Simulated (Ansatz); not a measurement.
Si₃P₄:
```
CELL_PARAMETERS angstrom
      0.00000     4.94868     4.94868
      4.94868     0.00000     4.94868
      4.94868     4.94868     0.00000
ATOMIC_POSITIONS crystal
  Si 0.62500 0.62500 0.62500
  Si 0.12500 0.62500 0.62500
  Si 0.62500 0.12500 0.62500
  Si 0.62500 0.62500 0.12500
  Si 0.25000 0.25000 0.25000
  Si 0.00000 0.00000 0.00000
  P  0.86542 0.86542 0.86542
  P  0.40375 0.86542 0.86542
  P  0.86542 0.40375 0.86542
  P  0.86542 0.86542 0.40375
  P  0.38458 0.38458 0.38458
  P  0.84625 0.38458 0.38458
  P  0.38458 0.84625 0.38458
  P  0.38458 0.38458 0.84625
```

Relaxed with PBE. Special points in fractions of this cell's reciprocal vectors: Γ (0.000, 0.000, 0.000); X (0.500, 0.000, 0.500); U (0.625, 0.250, 0.625); K (0.375, 0.375, 0.750); L (0.500, 0.500, 0.500); W (0.500, 0.250, 0.750).

### Question
List the band energies nearest the Fermi level at these points for PBE (plane waves, PAW; program Ansatz).

### Answer
In eV from the Fermi level; about four levels below and three above (degenerate sets whole), none deeper than 8.9 eV; points with the same levels are listed once.

| k | below | above |
|---|---|---|
| Γ | -0.53 -0.26 -0.26 -0.26 | 0.12 0.12 0.12 |
| X | -1.12 -1.12 -0.19 -0.19 | 1.54 1.54 2.11 2.11 |
| U | -1.71 -1.70 -1.30 -0.67 | 0.04 1.44 1.62 |
| L | -0.77 -0.77 -0.49 -0.16 -0.16 | 0.29 0.66 1.20 1.20 |
| W | -1.50 -1.50 -0.45 -0.45 | 2.08 2.08 2.52 2.52 |

Space group Fd-3m. The start of the workflow was typed in or built on a structure type; neither database checked (COD, Materials Project) lists it. Its standing as an ambient phase is unchecked. The PBE relaxation kept the symmetry of its start; whether a distortion lowers the energy is not shown.

Potentials: the earlier of the program's two PAW sets.
